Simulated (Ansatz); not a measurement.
Values for one crystal, relaxed and computed with plane-wave PAW r²SCAN (Ansatz code); other levels are named.

Volume per atom: 15.03 Å³
Electronic character: metallic (no gap)
Pressure derivative B′: 5.5
Mechanical stability: unstable (C has a negative eigenvalue)
Gap with spin–orbit coupling: none (metallic)
Elastic constants (relaxed ions, GPa): C11 = 162, C12 = 190, C44 = 97.5
Bulk modulus (Birch–Murnaghan fit): 1800 kbar

Problem. Pick the material that matches.
A) Pd, bcc (W type)
B) Li, fcc (Cu type)
C) Sn, hcp (Mg type)
D) Sr, bcc (W type)

Solution. A, Pd, bcc (W type)

Space group Im-3m (bcc (W type)). The first step of the workflow began from a Materials Project structure, measured or hypothetical; the Crystallography Open Database copy checked does not list it. It is not the phase usual at ambient conditions (space group No. 225). The r²SCAN relaxation kept the symmetry of its start. No spin polarisation was allowed. As this level gives no gap, shear constants depend on the k-mesh and smearing (Fermi–Dirac, 0.1 eV here). On the denser mesh and wider smearing of the elastic run this cell carries a stress of 0.4 GPa. Spin–orbit coupling is left out wherever it is not named.

Potentials: the later of the program's two PAW sets.
